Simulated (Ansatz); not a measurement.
Input file for Ansatz (a first-principles code):

Ansatz 0.2 input:
```yaml
crystal:
  lattice:
    - [2.4529741703, 0.0, 0.0]
    - [-1.2264870851, 2.1243379463, 0.0]
    - [0.0, 0.0, 3.5853785457]
  atoms:
    - { symbol: C, position: [0.3333333333, 0.6666666667, 0.0] }
    - { symbol: C, position: [0.6666666667, 0.3333333333, 0.0] }
kpoints:
  mp_grid: { grid: [19, 19, 11] }
hamiltonian:
  xc: r2scan
  dispersion: d4
  pseudopotentials: { kind: paw }
scf:
  occupations: { method: fermi_dirac, width: 0.1 }
phonons:
  method: dfpt
  response_accuracy: low
  eigenvectors: true
  rigid_motions: translations
```

Output (shortened):

```
Pseudopotential: C, paw, valence charge 4
Functional definition: r2SCAN
Crystal: 2 atoms, lattice volume = 18.683 Å³
Basis set: ecut = 500 eV, 475 PW (Γ), exchange–correlation on 90×90×135 points (125 copies of the dense FFT grid, shifted against one another)
Bands: 8, of which v1, the nominal top of the filled ones, is band 4 counted from 1 (3 counted from 0)
Symmetry: 24 space group operations
k-points: 1050 of 3971 (irreducible under 2 space group operations, time reversal used)
SCF iter   1: F=—  HF=-503.428317 eV  |F-HF|=—  |Δ(HF+E_count)|=         —  Δρ=7.18e-3  dr2=2.67e-3  dr2_τ=4.18e-1  ethr=1.77e-3  ⟨swp⟩=4.9  Hψ=57129  notcnv=0
preconditioner: auto → none
SCF iter   2: F=—  HF=-503.466511 eV  |F-HF|=—  |Δ(HF+E_count)|=   3.82e-2  Δρ=5.24e-3  dr2=1.49e-3  dr2_τ=6.99e-5  ethr=3.34e-5  ⟨swp⟩=2.0  Hψ=25199  notcnv=0
SCF iter   3: F=—  HF=-503.466606 eV  |F-HF|=—  |Δ(HF+E_count)|=   9.53e-5  Δρ=1.19e-3  dr2=1.66e-4  dr2_τ=5.19e-5  ethr=1.86e-5  ⟨swp⟩=2.0  Hψ=12306  notcnv=0
SCF iter   4: F=—  HF=-503.466589 eV  |F-HF|=—  |Δ(HF+E_count)|=   1.71e-5  Δρ=8.81e-4  dr2=6.05e-5  dr2_τ=3.58e-6  ethr=2.07e-6  ⟨swp⟩=1.0  Hψ=8477  notcnv=0
SCF iter   5: F=—  HF=-503.466587 eV  |F-HF|=—  |Δ(HF+E_count)|=   2.08e-6  Δρ=1.18e-4  dr2=9.62e-7  dr2_τ=1.22e-7  ethr=7.57e-7  ⟨swp⟩=2.4  Hψ=12598  notcnv=0
SCF iter   6: F=—  HF=-503.466587 eV  |F-HF|=—  |Δ(HF+E_count)|=   1.98e-7  Δρ=4.58e-5  dr2=1.43e-7  dr2_τ=8.70e-9  ethr=1.20e-8  ⟨swp⟩=1.8  Hψ=10319  notcnv=0
SCF iter   7: F=—  HF=-503.466587 eV  |F-HF|=—  |Δ(HF+E_count)|=   1.79e-8  Δρ=1.37e-5  dr2=1.32e-8  dr2_τ=9.47e-10  ethr=1.79e-9  ⟨swp⟩=1.4  Hψ=9667  notcnv=0
SCF iter   8: F=—  HF=-503.466587 eV  |F-HF|=—  |Δ(HF+E_count)|=   1.68e-9  Δρ=9.08e-7  dr2=5.21e-11  dr2_τ=3.31e-12  ethr=1.65e-10  ⟨swp⟩=2.2  Hψ=12655  notcnv=0
SCF iter   9: F=-503.466587 eV  HF=-503.466587 eV  |F-HF|=4.55e-13  |Δ(HF+E_count)|=  1.46e-11  Δρ=8.57e-8  dr2=5.82e-13  dr2_τ=5.05e-14  ethr=1.00e-12  ⟨swp⟩=5.9  Hψ=31376  notcnv=0
SCF 1 converged in 9 iterations: F = -503.466587 eV  dr2 = 5.82e-13
DFPT response loops at Γ: preconditioner auto → Kerker (q_TF=auto, 2.369 Å⁻¹) (partly filled bands, converged f_vac=0.058) …
SCF converged after 9 iterations
Free energy (F): -503.466587 eV
Harris-Foulkes:  -503.466587 eV  (|F-HF|=4.55e-13)
Internal energy: -503.465371 eV  (E = F + TS)
E sigma→0 (E₀):  -503.465979 eV
Entropy (-TS):   -0.001216 eV (-0.608 meV/atom)
Fermi energy:    6.369208 eV
--- Per-component energies (eV) ---
  E_band       = -27.504304
  E_kinetic    = 182.006533
  E_local      = -342.416022  (includes V_loc(G=0)·N_el)
  E_nonlocal   = 53.959725
  E_hartree    = 108.025515
  E_xc         = -94.491652
  E_vxc        = -130.907041  (∫ρ·V_xc dr)
  E_paw        = -201.782725  (= ΣΔE_a)
  E_vpaw       = -13.538176  (= ΣTr[D̂ρ^β])
  E_aug_tail   = 0.000011  (compensation charges beyond the density's cutoff)
  E_vtau       = 7.339628  (kinetic-family band-sum trace: ∫τ·v_τ [+ j·A + Jᵃ·Aᵃ] dr)
  E_ewald      = -208.573518
  E_disp       = -0.143689  (pairwise vdW)
  E_core_change = -0.049547  (= ΣΔE_core)
  E_smearing   = -0.001216  (= −TS)
  E_closure    =  0.000000  (closes the sum)
  Σ components = -503.466587   (vs F -503.466587, Δ=0.00e0)
  [band-id]    e_kinetic+e_local+e_nonlocal+2·e_hartree+e_vxc+e_vpaw+e_augmentation_tail+e_vtau = -27.504312   (vs E_band -27.504304, Δ=-8.07e-6)
--- Band table (eV; the first three rows and the last of 1050) ---
  k-point 0: bands = ["-14.6212", "-1.0594", "3.1015", "3.1015", "10.1879", "15.1055", "15.1055", "19.0437"]
  k-point 1: bands = ["-14.6079", "-1.1928", "3.1029", "3.1029", "10.5246", "15.1102", "15.1102", "19.0125"]
  k-point 2: bands = ["-14.5717", "-1.5292", "3.1069", "3.1069", "11.4621", "15.1229", "15.1229", "18.9424"]
  k-point 1049: bands = ["-10.4627", "-4.7007", "-2.6828", "3.4456", "10.2915", "15.5968", "18.1364", "19.7101"]
--- Phonons (Γ-DFPT): 2 representative perturbations + reference, on 1050 of 3971 k-points (Σ response iterations 11) ---
  ASR residual: 1.185e-2 → 0.000e0 eV/Å²; symmetrization residual: 3.369e-9 eV/Å²
  pairwise dispersion correction: d4 (s6 = 1.0, s8 = 0.6018749, s9 = 1.0, a1 = 0.51559235, a2_bohr = 5.77342911), with the weights of each atom's references …
  ASR residual per site (eV/Å²): 1.18e-2 1.18e-2
  Γ frequencies (cm⁻¹): 0.00 0.00 0.00 890.59 1596.37 1596.37
  non-analytic LO–TO correction: not included (Born effective charges unavailable; polar crystals: no LO–TO splitting at Γ)
```

Cost: about 70 core-seconds (a rough figure) on shared cores.

Space group P6/mmm. The first step of the workflow began from a Materials Project structure, measured or hypothetical; the Crystallography Open Database copy checked does not list it. It is not the phase usual at ambient conditions (space group No. 194, 227). Symmetry was held in the r²SCAN+D4 relaxation. At this level the phase is mechanically unstable. As this level gives no gap, phonon frequencies hold no LO–TO term and depend on the k-mesh and smearing (Fermi–Dirac, 0.1 eV here).

Potentials: the later of the program's two PAW sets.

Ansatz is a plane-wave DFT program.
